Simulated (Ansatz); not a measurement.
# CaC₂ (R-3m), axial (c/a) deformation path

Computed with DFT LDA, scalar-relativistic, plane waves, PAW in Ansatz 0.2.0. The runs took a 420 eV cutoff, a Γ-centred 9×9×9 mesh and Gaussian smearing (0.05 eV). No spin polarisation. Energies are free energies at this smearing, counted from the undisturbed cell; pressure is positive in compression.

The starting cell (as given, not relaxed at this level; it stands at -5.3 GPa, and it needn't be the usual structure):

```
CELL_PARAMETERS angstrom
1.94440 1.12260 3.95387
-1.94440 1.12260 3.95387
0.00000 -2.24520 3.95387
ATOMIC_POSITIONS crystal
Ca 0.00000 0.00000 0.00000
C 0.55292 0.55292 0.55292
C 0.44709 0.44709 0.44709
```

At fixed volume and fractional coordinates, lengths along (0.000, 0.000, 1.000) are scaled against those across it; ρ is that ratio over its starting value.

| ρ | ΔE (meV/atom) | pressure (GPa) | gap on the mesh (eV) |
| --- | --- | --- | --- |
| 0.800 | 642.2 | 18.1 | 2.51 |
| 0.850 | 322.4 | 10.4 | 2.67 |
| 0.920 | 75.9 | 1.9 | 2.75 |
| 0.960 | 15.4 | -2.0 | 2.72 |
| 1.000 | 0.0 | -5.3 | 2.66 |
| 1.050 | 31.8 | ? | ? |
| 1.100 | 108.2 | -11.6 | 2.41 |
| 1.200 | ? | ? | 1.47 |
| 1.300 | 689.2 | -18.2 | 0.58 |

Task: Give the withheld values.

Result: pressure (GPa) at ρ = 1.050: -8.8; gap on the mesh (eV) at ρ = 1.050: 2.55; ΔE (meV/atom) at ρ = 1.200: 357.1; pressure (GPa) at ρ = 1.200: -15.6.